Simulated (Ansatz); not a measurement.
Structure relaxation, TaAs

The start is a relaxed TaAs cell with every coordinate shifted by Gaussian noise of σ = 0.2 Å. The cell and all atomic positions are relaxed at zero pressure with r2SCAN (plane waves to 500 eV, PAW, scalar-relativistic; Ansatz, a program for electronic structure). The first steps use a coarse 7×7×9 k-mesh.

The start:
```yaml
crystal:
  lattice:
    - [-1.72095, 1.72095, 5.85613]
    - [1.72095, -1.72095, 5.85613]
    - [1.72095, 1.72095, -5.85613]
  atoms:
    - { symbol: Ta, position: [0.08271, 0.95232, 0.05557] }
    - { symbol: Ta, position: [0.62707, 0.25184, 0.41987] }
    - { symbol: As, position: [0.41132, 0.39347, 0.99532] }
    - { symbol: As, position: [0.18347, 0.71765, 0.55741] }
```

**Question.** How large is the pressure on the unrelaxed cell, and of which sign?

**Answer.** +19 GPa (positive: the cell is compressed).

**Question.** What is the largest force in the starting geometry, and on which atom (counted from 1)?

**Answer.** About 8.6 eV/Å, on Ta2 (atoms numbered as listed).

**Question.** By how much does the energy per atom fall from start to end?

**Answer.** 0.71 eV/atom.

**Question.** Does it find its way back to the structure it was made from?

**Answer.** It relaxes back to the parent, I4₁md (No. 109).

**Question.** How do the shortest distances between atoms change?

**Answer.** The closest pairs of elements (up to four, under 3.6 Å), start → end: As–Ta 2.22 → 2.61 Å; Ta–Ta 3.00 → 3.40 Å; As–As 3.12 → 3.40 Å.

**Question.** What band gap does the relaxed structure have at this level?

**Answer.** No gap on the sampled points, where the bands overlap only slightly; such a result is sensitive to mesh and level.

The end point of the relaxation:

Space group I4₁md (No. 109); a = 3.442 Å, b = 3.442 Å, c = 11.712 Å, α = 90.00°, β = 90.00°, γ = 90.00°

| atom | site | symmetry | x | y | z |
|---|---|---|---|---|---|
| Ta | 4a | 2mm. | 0.0000 | 0.0000 | 0.2380 |
| As | 4a | 2mm. | 0.0000 | 0.0000 | 0.6555 |
(The calculation used a cell of 4 atoms; values per cell refer to that cell.)

Final values are on a 19×19×19 k-mesh of the relaxed cell. No spin polarisation in the result.
